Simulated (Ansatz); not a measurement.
Relaxed-ion elastic tensor of VN (rock salt, Fm-3m) in GPa (Voigt order), LDA (plane waves, PAW; program Ansatz); density 6.53 g/cm³, 8.26 Å³ per atom.

```
743  178  178  0.0  0.0  0.0
178  743  178  0.0  0.0  0.0
178  178  743  0.0  0.0  0.0
0.0  0.0  0.0  137  0.0  0.0
0.0  0.0  0.0  0.0  137  0.0
0.0  0.0  0.0  0.0  0.0  137
```

### Question
Is the crystal mechanically stable?

### Answer
Yes: the smallest eigenvalue of C is 137 GPa.

### Question
Work out the Voigt, Reuss and Hill averages.

### Answer
K_V = 366, K_R = 366, K_H = 366; G_V = 195, G_R = 173, G_H = 184 GPa.

### Question
Give Young's modulus, Poisson's ratio, Pugh's ratio and the universal anisotropy index.

### Answer
E = 9KG/(3K + G) = 473 GPa; ν = 0.28; K/G = 1.99 (ductile by the Pugh limit of 1.75); A_U = 5G_V/G_R + K_V/K_R − 6 = 0.65.

### Question
Estimate the sound speeds and the Debye temperature.

### Answer
v_l = √((K + 4G/3)/ρ) = 9680 m/s, v_t = √(G/ρ) = 5310 m/s, mean 5920 m/s; Θ = (h/k)(3n/4πV)^(1/3) v_m = 872 K.

### Question
Give the Zener ratio and Young's modulus along [100], [110] and [111].

### Answer
A = 2C44/(C11 − C12) = 0.49; 1/E = S11 − 2(S11 − S12 − S44/2)Γ with Γ = 0, 1/4, 1/3 gives 674, 414, 367 GPa.

The LDA relaxation kept the symmetry of its start; of distortions, only those at the zone centre were tested. No spin polarisation was allowed. As this level gives no gap, shear constants depend on the k-mesh and smearing (Fermi–Dirac, 0.1 eV here). On the denser mesh and wider smearing of the elastic run this cell carries a stress of 0.3 GPa.

Potentials: the later of the program's two PAW sets.
